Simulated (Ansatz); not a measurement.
HfC:
```xyz
6
Lattice="4.5501 0.0000 0.0000 0.0000 4.5501 0.0000 0.0000 0.0000 4.5501" Properties=species:S:1:pos:R:3 pbc="T T T"
Hf     0.0000     2.2751     2.2751
Hf     2.2751     0.0000     2.2751
Hf     2.2751     2.2751     0.0000
C      2.2751     0.0000     0.0000
C      0.0000     2.2751     0.0000
C      0.0000     0.0000     2.2751
```

Relaxed with r²SCAN.

Task: Map the electron localisation function on the plane through (0.000, 0.500, 0.500) spanned by u = [1, 0, 0] and v = [0, 1, 0] in lattice vectors, from plane-wave PAW r²SCAN (Ansatz code).

Result: x is the fraction of u, y of v (the angle between them is 90°; rows are the nearest grid lines); atoms in the plane: Hf at (0.00, 0.00), Hf at (0.50, 0.50), C at (0.00, 0.50).
```
|999862125899998521268999|
|999862125899998521268999|
|999741125789987521147999|
|887521125667766521125788|
|654211123333333321112456|
|221111222111111222111122|
|333343210011110012343333|
|777775211234432112577777|
|999986212577775212689999|
|899995125789987521599998|
|468995137899998731599864|
|017995137999999731599710|
|017995137999999731599710|
|468995137899998731599864|
|899995125789987521599998|
|999986212577775212689999|
|777775211234432112577777|
|333343210011110012343333|
|221111222111111222111122|
|654211123333333321112456|
|887521125667766521125788|
|999741125789987521147999|
|999862125899998521268999|
|999862125899998521268999|
```
Scale: ten equal steps from 0.029 (start of '0') to 0.885 (end of '9'), in the order '0123456789'; x runs from 0.000 to 1.00, y from 0.000 (bottom) to 1.00 (top).

The density is the valence pseudo-density with augmentation charge, so density and ELF within about 1 Å of a nucleus are not all-electron values.

Space group Pm-3m. The start of the workflow was typed in or built on a structure type; neither database checked (COD, Materials Project) lists it. It is not the phase usual at ambient conditions (space group No. 225). The cell was relaxed with r²SCAN under the symmetry of its start; its stability against distortions is not shown here. No spin polarisation was allowed. Its formation energy is positive at this level, so the cell may be metastable or incomplete. Spin–orbit coupling is left out wherever it is not named.

Potentials: the earlier of the program's two PAW sets.
